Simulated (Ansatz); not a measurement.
KTaO3:
```xyz
5
Lattice="3.9853 0.0000 0.0000 0.0000 3.9853 0.0000 0.0000 0.0000 3.9853" Properties=species:S:1:pos:R:3 pbc="T T T"
K      0.0000     0.0000     0.0000
Ta     1.9927     1.9927     1.9927
O      0.0000     1.9927     1.9927
O      1.9927     1.9927     0.0000
O      1.9927     0.0000     1.9927
```

DFT-PBEsol in the program Ansatz with PAW potentials gives a gap of 2.14 eV without spin–orbit coupling, maximum at R, minimum at Γ.

Task: What happens when spin–orbit coupling is switched on?

Result: The gap drops by 0.14 eV, to 2.00 eV; maximum at R, minimum at Γ.

Task: Give the electron effective mass with spin–orbit coupling, band 1 of 2 at the edge.

Result: 0.72 along [100], 0.50 along [110], 0.41 along [111] (mₑ).

Task: Give the electron effective mass with spin–orbit coupling, band 2 of 2 at the edge.

Result: 0.26 along [100], 0.30 along [110], 0.35 along [111] (mₑ).

Space group Pm-3m (cubic perovskite). The cell was relaxed with PBEsol under the symmetry of its start. The run is not spin-polarised.

Potentials: the later of the program's two PAW sets.
